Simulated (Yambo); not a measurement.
A G0W0@LDA run in Yambo for Be₂C (space group Fm-3m, No. 225) (6×6×6 Γ-centred k mesh, bands 3 to 76 and a 14 Ry block in the screening, 76 bands in G with the Bruneval-Gonze terminator, plasmon pole fitted at 27.2 eV) gives these matrix elements, in eV, at the band edges (Γ → X):

```
state               E0    <Vxc>     <Σx>  <Σc(E0)>      Z
---------------  -----  -------  -------  --------  -----
valence edge     0.000  -15.113  -17.058     1.253  0.805
conduction edge  1.212  -11.504   -7.134    -3.951  0.828
```

**Question.** Solve the linearised quasiparticle equation for both states, give the gap, and say how exchange and correlation each act on it.

**Answer.** E = E0 + Z(Σx + Σc − Vxc). Valence: 0.000 + 0.805 × (-17.058 + (1.253) − (-15.113)) = -0.56 eV. Conduction: 1.212 + 0.828 × (-7.134 + (-3.951) − (-11.504)) = 1.56 eV. The gap is 2.12 eV, against 1.21 eV in LDA. Replacing Vxc by bare exchange alone would open it by 6.31 eV; correlation takes back 5.20 eV of that, and Z scales what is left. Nearest settings tried, and what they do to the gap: 48 bands in G: +10 meV; 48 bands in W, 48 bands in G: -12 meV; 11 Ry block (89 vectors against 137): -40 meV; 4×4×4 mesh: -28 meV. So the settings aren't converged at that level. 

Geometry relaxed with LDA; primitive cell a = b = c = 3.0199 Å, α = β = γ = 60.00°.
